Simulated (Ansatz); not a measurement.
An Ansatz (a quantum-chemistry and plane-wave program) run. Input:

Ansatz 0.2 input:
```yaml
crystal:
  lattice:
    - [2.7138193816, 0.0, 0.0]
    - [0.0, 2.7138193816, 0.0]
    - [0.0, 0.0, 4.0999156349]
  atoms:
    - { symbol: Pt, position: [0.0, 0.0, 0.0] }
    - { symbol: W, position: [0.5, 0.5, 0.5] }
kpoints:
  mp_grid: { grid: [22, 22, 14] }
hamiltonian:
  xc: pbesol
  pseudopotentials: { azcp: { folder: ./paw }, kind: paw }
scf:
  occupations: { method: fermi_dirac, width: 0.1 }
elastic: { mode: relaxed_ion, stencil: two_point, amplitude: 0.005, f_tol: 0.0005 }
```

Output (shortened):

```
Pseudopotential: Pt, paw, valence charge 18
Pseudopotential: W, paw, valence charge 14
Functional definition: PBEsol
Crystal: 2 atoms, lattice volume = 30.195 Å³
Basis set: ecut = 420 eV, 601 PW (Γ), exchange–correlation on 40×40×60 points (8 copies of the dense FFT grid, shifted against one another)
Bands: 20, of which v1, the nominal top of the filled ones, is band 16 counted from 1 (15 counted from 0)
Symmetry: 16 space group operations
Space group: P4/mmm (ITA 123), of the structure as read, at distance tolerance 3.1e-5 Å
k-points: 624 of 6776
SCF 1 converged in 10 iterations: F = -22643.397938 eV  dr2 = 8.45e-14
Crystal: 2 atoms, lattice volume = 30.044 Å³
Basis set: ecut = 420 eV, 593 PW (Γ), exchange–correlation on 40×40×60 points (8 copies of the dense FFT grid, shifted against one another)
Symmetry: 8 space group operations
k-points: 1152 of 6776
SCF 2 converged in 9 iterations: F = -22643.396576 eV  dr2 = 1.10e-14
Crystal: 2 atoms, lattice volume = 30.346 Å³
SCF 3 converged in 6 iterations: F = -22643.396249 eV  dr2 = 1.49e-14
Crystal: 2 atoms, lattice volume = 30.044 Å³
SCF 4 converged in 9 iterations: F = -22643.396392 eV  dr2 = 4.45e-15
Crystal: 2 atoms, lattice volume = 30.346 Å³
SCF 5 converged in 6 iterations: F = -22643.397034 eV  dr2 = 6.92e-15
Crystal: 2 atoms, lattice volume = 30.195 Å³
Symmetry: 4 space group operations
k-points: 1872 of 6776
SCF 6 converged in 7 iterations: F = -22643.397451 eV  dr2 = 1.16e-14
Crystal: 2 atoms, lattice volume = 30.195 Å³
SCF 7 converged in 6 iterations: F = -22643.397451 eV  dr2 = 2.47e-15
Crystal: 2 atoms, lattice volume = 30.195 Å³
k-points: 1064 of 6776
SCF 8 converged in 7 iterations: F = -22643.397775 eV  dr2 = 2.03e-14
Crystal: 2 atoms, lattice volume = 30.195 Å³
SCF 9 converged in 5 iterations: F = -22643.397775 eV  dr2 = 3.36e-14
SCF converged after 10 iterations
Free energy (F): -22643.397938 eV
Harris-Foulkes:  -22643.397938 eV  (|F-HF|=1.46e-11)
Internal energy: -22643.349612 eV  (E = F + TS)
E sigma→0 (E₀):  -22643.373775 eV
Entropy (-TS):   -0.048326 eV (-24.163 meV/atom)
Fermi energy:    23.872212 eV
--- Per-component energies (eV) ---
  E_band       = -205.670177
  E_kinetic    = 1018.651613
  E_local      = -2005.370690  (includes V_loc(G=0)·N_el)
  E_nonlocal   = 183.514202
  E_hartree    = 792.741016
  E_xc         = -497.971208
  E_vxc        = -503.458271  (∫ρ·V_xc dr)
  E_paw        = -17796.896985  (= ΣΔE_a)
  E_vpaw       = -484.490337  (= ΣTr[D̂ρ^β])
  E_aug_tail   = 0.001267  (compensation charges beyond the density's cutoff)
  E_ewald      = -4338.527716
  E_core_change = 0.508889  (= ΣΔE_core)
  E_smearing   = -0.048326  (= −TS)
  E_closure    = 0.000000  (closes the sum)
  Σ components = -22643.397938   (vs F -22643.397938, Δ=0.00e0)
--- Forces (eV/Å), atoms counted from 1 ---
  atom   1  Pt     0.00000000     0.00000000     0.00000000
  atom   2  W      0.00000000     0.00000000     0.00000000
  max |Σ_I F_I| component: 0.0 eV/Å
--- Stress (GPa, compression-positive) ---
       -0.205004       0.000000       0.000000
        0.000000      -0.205004       0.000000
        0.000000       0.000000       0.327709
  P = ⅓ Tr σ = -0.0274 GPa (-0.274 kbar)
--- Band table (eV; the first three rows and the last of 624) ---
  k-point 0: bands = ["-75.6990", "-50.5050", "-29.8387", "-29.6255", "-29.6255", "-14.8060", "-14.2077", "-14.2077", "13.1675", "16.2802", "16.8338", "20.2779", "20.2779", "20.6820", "22.2757", "22.8246", "24.7802", "27.1678", "27.1678", "27.8598"]
  k-point 1: bands = ["-75.6990", "-50.5050", "-29.8385", "-29.6254", "-29.6254", "-14.8079", "-14.2079", "-14.2079", "13.2364", "16.3056", "16.8534", "20.3059", "20.3059", "20.6417", "22.2797", "22.7037", "24.5797", "27.0531", "27.0531", "27.8502"]
  k-point 2: bands = ["-75.6990", "-50.5051", "-29.8379", "-29.6254", "-29.6254", "-14.8131", "-14.2083", "-14.2083", "13.4405", "16.3764", "16.9101", "20.3873", "20.3873", "20.5277", "22.2909", "22.3343", "24.0988", "26.7445", "26.7445", "27.8233"]
  k-point 623: bands = ["-75.6689", "-50.3723", "-29.9086", "-29.9086", "-29.7741", "-15.0605", "-15.0605", "-14.6151", "17.1736", "18.5636", "18.5648", "18.5648", "20.5667", "20.5667", "20.6453", "23.8395", "24.5275", "30.1793", "30.4804", "32.8999"]
--- Elastic constants: 4 strain directions × 2 members + reference (group order 16) ---
  dense FFT box of the reference and of every strained cell: 20×20×30
  strains applied: 11, 33, 23, 12; error gains …
  C = ∂σ_k/∂η_j (tension-positive GPa; Voigt order 11 22 33 23 13 12):
       647.686     94.975    225.768      0.000      0.000      0.000
        94.975    647.686    225.768      0.000      0.000      0.000
       226.321    226.321    519.661      0.000      0.000      0.000
         0.000      0.000      0.000    206.966      0.000      0.000
         0.000      0.000      0.000      0.000    206.966      0.000
         0.000      0.000      0.000      0.000      0.000     69.749
  reference stress σ⁰ (GPa):      0.205      0.205     -0.328      0.000      0.000      0.000
  moduli (Voigt/Reuss/Hill, GPa): K = 323.24/323.24/323.24   G = 181.27/145.12/163.19   E = 419.06   ν = 0.284
  mechanically stable: yes (min eigenvalue of sym C = 69.75 GPa)
  strain η (Voigt 11):  stress-route row diagonal C_11 = 647.69 GPa, energy-path curvature d²(F+E_count+ΔE)/dδ²/Ω₀ = 647.66 GPa
         δ    σ_11 (GPa)             F (eV)   n_scf  n_hpsi   n_pw
    -5.000e-3      -3.1284      -22643.3965761       9  410975    605   relax 0 steps, max|allowed force component| 0.0 eV/Å
     5.000e-3       3.3484      -22643.3962494       6  319245    619   relax 0 steps, max|allowed force component| 0.0 eV/Å
  strain η (Voigt 33):  stress-route row diagonal C_33 = 519.66 GPa, energy-path curvature d²(F+E_count+ΔE)/dδ²/Ω₀ = 519.62 GPa
         δ    σ_33 (GPa)             F (eV)   n_scf  n_hpsi   n_pw
    -5.000e-3      -2.9622      -22643.3963925       9  222940    609   relax 0 steps, max|allowed force component| 0.0 eV/Å
     5.000e-3       2.2344      -22643.3970344       6  169162    618   relax 0 steps, max|allowed force component| 0.0 eV/Å
  strain η (Voigt 23):  stress-route row diagonal C_44 = 206.97 GPa, energy-path curvature d²(F+E_count+ΔE)/dδ²/Ω₀ = 207.02 GPa
         δ    σ_23 (GPa)             F (eV)   n_scf  n_hpsi   n_pw
    -5.000e-3      -1.0348      -22643.3974505       7  596459    611   relax 0 steps, max|allowed force component| 0.00e0 eV/Å
     5.000e-3       1.0348      -22643.3974505       6  582323    611   relax 0 steps, max|allowed force component| 0.00e0 eV/Å
  strain η (Voigt 12):  stress-route row diagonal C_66 = 69.75 GPa, energy-path curvature d²(F+E_count+ΔE)/dδ²/Ω₀ = 69.68 GPa
         δ    σ_12 (GPa)             F (eV)   n_scf  n_hpsi   n_pw
    -5.000e-3      -0.3487      -22643.3977749       7  330123    609   relax 0 steps, max|allowed force component| 0.0 eV/Å
     5.000e-3       0.3487      -22643.3977749       5  268238    609   relax 0 steps, max|allowed force component| 0.0 eV/Å
```

Cost: about 5 core-minutes (a rough figure) on shared cores.

The start of the workflow was typed in or built on a structure type; neither database checked (COD, Materials Project) lists it. Whether it is the stable phase at ambient conditions was not checked. The PBEsol relaxation kept the symmetry of its start; whether a distortion lowers the energy is not shown. The run is not spin-polarised. As this level gives no gap, shear constants depend on the k-mesh and smearing (Fermi–Dirac, 0.1 eV here). Axis ratios of metals converge slowly with the k-mesh, so a and c are less sure than the volume. On the denser mesh and wider smearing of the elastic run this cell carries a stress of 0.3 GPa. Scalar-relativistic: spin–orbit coupling is off unless named, which matters more the heavier the elements.

Potentials: the earlier of the program's two PAW sets. The files were generated under PBE; for other functionals the program regenerates the frozen cores, and for LDA and PBEsol the local potential too.

Ansatz is a plane-wave DFT program.
